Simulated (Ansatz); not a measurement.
Pt2F: changing the pressure

The cell as given:

Space group Fm-3m (No. 225). a = 5.705 Å, b = 5.705 Å, c = 5.705 Å, α = 90.00°, β = 90.00°, γ = 90.00°
| atom | site | symmetry | x | y | z |
| --- | --- | --- | --- | --- | --- |
| Pt | 8c | -43m | 0.2500 | 0.7500 | 0.7500 |
| F | 4a | m-3m | 0.0000 | 0.0000 | 0.0000 |

The cell comes from a database or a generator and needn't be the stable form of this composition.

Kept alike: task relaxation of cell and atoms; functional PBE; k mesh 8 × 8 × 8; occupations fermi-dirac, width 0.05 eV; no spin polarisation. Program: Ansatz, Ansatz PAW, cutoff 420 eV. The mesh is that of the run's cell of 3 atoms. No spin-orbit coupling.

| pressure, P (GPa) | volume (Å³/atom) |
| --- | --- |
| 0 | 15.485 |
| 2 | 15.257 |
| 5 | 14.956 |
| 10 | 14.525 |
| 20 | 13.840 |
| 30 | 13.306 |

The relaxations keep at least the cell's symmetry (Fm-3m). For a metal such a mesh leaves the last digits unconverged. The runs follow the start's structure, whether or not it is the stable one at these pressures. Ansatz's relaxations hold a Pulay term in the stress (up to 0.3 GPa here). P is the pressure aimed at, which the runs meet within some hundredths to tenths of a GPa.

What does the pressure change here?

The volume falls from 15.485 to 13.306 Å³/atom between 0 and 30 GPa. The volume falls ever more slowly, since the solid stiffens under load. At the pressures aimed at, which the runs meet within some tenths of a GPa, the step from 0 to 5 GPa gives a mean bulk modulus near 144 GPa, the last step 254 GPa.
